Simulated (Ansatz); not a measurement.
The start is a generated cell, CdS placed in the 4H structure type. Cell shape, volume and atoms are optimised at zero target pressure with r2SCAN (plane waves to 500 eV, PAW, scalar-relativistic; Ansatz, a first-principles code). The first steps use a coarse 7×7×2 k-mesh.

Input geometry:
```
CELL_PARAMETERS angstrom
      4.13872     0.00000     0.00000
     -2.06936     3.58423     0.00000
      0.00000     0.00000    13.54909
ATOMIC_POSITIONS crystal
  Cd 0.00000 0.00000 0.00000
  Cd 0.00000 0.00000 0.50000
  Cd 0.66667 0.33333 0.75018
  Cd 0.33333 0.66667 0.25018
  S  0.00000 0.00000 0.81216
  S  0.00000 0.00000 0.31216
  S  0.66667 0.33333 0.56329
  S  0.33333 0.66667 0.06329
```

Question: How much energy is released per atom?

Answer: 1 meV/atom.

Question: How does the volume change?

Answer: +1.1 %, from 25.12 to 25.41 Å³/atom.

Question: How do the shortest distances between atoms change?

Answer: The closest pairs of elements (up to four, under 3.6 Å), start → end: Cd–S 2.53 → 2.54 Å.

Question: What band gap does the relaxed structure have at this level?

Answer: 1.58 eV, direct at Γ (no spin-orbit coupling).

The space group stays P6₃mc (No. 186) (the run could not lower it); the end is AFLOW prototype AB_hP8_186_ab_ab (B5, as in SiC), with 8 atoms in the primitive cell. Final values are on a 9×9×3 k-mesh of the relaxed cell. No spin polarisation in the result.

The run could not lose the symmetry of its start; a randomly shaken copy of 8 atoms returns to this structure.

The first start was generated by placing the elements on the sites of a structure type. A measured structure of CdS has the same space group, P6₃mc (No. 186); the sites were not compared with it.
